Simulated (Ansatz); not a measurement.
## Computed properties of Pd

Pd:
```
Pd
1.0
   -1.55455     1.55455     1.55455
    1.55455    -1.55455     1.55455
    1.55455     1.55455    -1.55455
Pd
1
Cartesian
  0.00000   0.00000   0.00000
```

Space group Im-3m (No. 229), bcc (W type); conventional cell a = b = c = 3.1091 Å, α = β = γ = 90.00°.

Method: r²SCAN in the plane-wave PAW code Ansatz. The cell and atoms are relaxed at this level. Other levels are named where they apply.

**Cell and energy**

| Property | Value |
|---|---|
| Volume per atom | 15.03 Å³ |
| Density | 11.76 g/cm³ |

**Electronic structure**

| Quantity | Value |
|---|---|
| Electronic character | metallic (no gap) |
| Density of states at the Fermi level | 1.2 states/eV per atom (mean over ±0.08 eV) |
| Gap with spin–orbit coupling | none (metallic) |

**Mechanics**

| Property | Value |
|---|---|
| Bulk modulus (Birch–Murnaghan fit) | 180 GPa |
| Pressure derivative B′ | 5.5 |
| Elastic constants (relaxed ions, GPa) | C11 = 162, C12 = 190, C44 = 97.5 |
| Mechanical stability | unstable (C has a negative eigenvalue) |

The first step of the workflow began from a Materials Project structure, measured or hypothetical; the Crystallography Open Database copy checked does not list it. It is not the phase usual at ambient conditions (space group No. 225). The cell was relaxed with r²SCAN under the symmetry of its start. No spin polarisation was allowed. As this level gives no gap, shear constants depend on the k-mesh and smearing (Fermi–Dirac, 0.1 eV here). On the denser mesh and wider smearing of the elastic run this cell carries a stress of 0.4 GPa. Scalar-relativistic: spin–orbit coupling is off unless named, which matters more the heavier the elements.

Potentials: the later of the program's two PAW sets.
